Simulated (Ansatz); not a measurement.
GaN (rock salt, space group No. 225) at seven volumes, r²SCAN (plane waves, PAW; program Ansatz), scaled uniformly. One row is withheld.

```csv
V (Å³/atom),P (GPa)
8.530,28.44
8.811,?
9.092,7.97
9.373,0.01
9.654,-6.73
9.936,-12.43
10.217,-17.25
```

Question: Fit the shown pressures and predict the withheld one.

Answer: P = (3/2)B₀(x^(7/2) − x^(5/2))[1 + (3/4)(B′ − 4)(x − 1)] with x = (V₀/V)^(2/3). Least squares on the six rows gives V₀ = 9.373 Å³/atom, B₀ = 243 GPa, B′ = 4.54. At V = 8.811, x = 1.0421 and P = 17.29 GPa. The run itself gave 17.36 GPa.

Space group Fm-3m (rock salt). This is a known high-pressure phase of the composition, computed here at zero pressure and temperature. Symmetry was held in the r²SCAN relaxation; phonons on a q-mesh show no instability.

Potentials: the later of the program's two PAW sets.
